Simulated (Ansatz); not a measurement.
Sb2Se3, one structure, two calculations

Cell: a computed structure from the Materials Project (it need not be an observed phase), atoms as given.

Space group Pnma (No. 62); a = 12.3621, b = 4.0016, c = 11.7136 Å.

| site | Wyckoff | site symmetry | x | y | z |
| --- | --- | --- | --- | --- | --- |
| Sb1 | 4c | .m. | 0.1403 | 0.7500 | 0.0381 |
| Sb5 | 4c | .m. | 0.0338 | 0.2500 | 0.3296 |
| Se9 | 4c | .m. | 0.9483 | 0.7500 | 0.1275 |
| Se13 | 4c | .m. | 0.2053 | 0.2500 | 0.1921 |
| Se17 | 4c | .m. | 0.6273 | 0.7500 | 0.0541 |

One atom of each set is listed.

First run. Computed with Ansatz: DFT, PBE, plane waves and PAW, scalar-relativistic, 420 eV cutoff, Γ-centred 3×7×3 k-points, Fermi–Dirac smearing 0.02 eV.

```json
{"site": "Sb1", "V_zz (10²¹ V/m²)": "-16.36", "η": "0.04"}
{"site": "Sb5", "V_zz (10²¹ V/m²)": "-14.12", "η": "0.31"}
{"site": "Se9", "V_zz (10²¹ V/m²)": "17.51", "η": "0.76"}
{"site": "Se13", "V_zz (10²¹ V/m²)": "10.15", "η": "0.57"}
{"site": "Se17", "V_zz (10²¹ V/m²)": "-29.7", "η": "0.28"}
```

Second run. The same atoms and settings, except that the functional is r2SCAN and the cutoff is 500 eV.

Problem. Given the first result, estimate the second.

Solution. 

| site | V_zz | η | change of V_zz |
| --- | --- | --- | --- |
| Sb1 | -18.16 | 0.05 | -1.80 |
| Sb5 | -15.43 | 0.32 | -1.31 |
| Se9 | 18.92 | 0.70 | +1.41 |
| Se13 | 10.56 | 0.60 | +0.41 |
| Se17 | -31.1 | 0.30 | -1.43 |

The largest change of V_zz is on Sb1, from -16.36 to -18.16. In per cent, |V_zz| changes by +9 to +11 on Sb, +4 to +8 on Se (all sites that start above 0.5).

Without spin–orbit coupling (the program notes it for Sb) the gradients can shift somewhat, as the gap is small. With these PAW files V_zz is typically within 2 to 3 % of all-electron values, but misses above 10 % occur on Sb.
For the first run: The largest force is 0.3 eV/Å, so the atoms aren't at the calculated equilibrium and relaxing them would move these values.
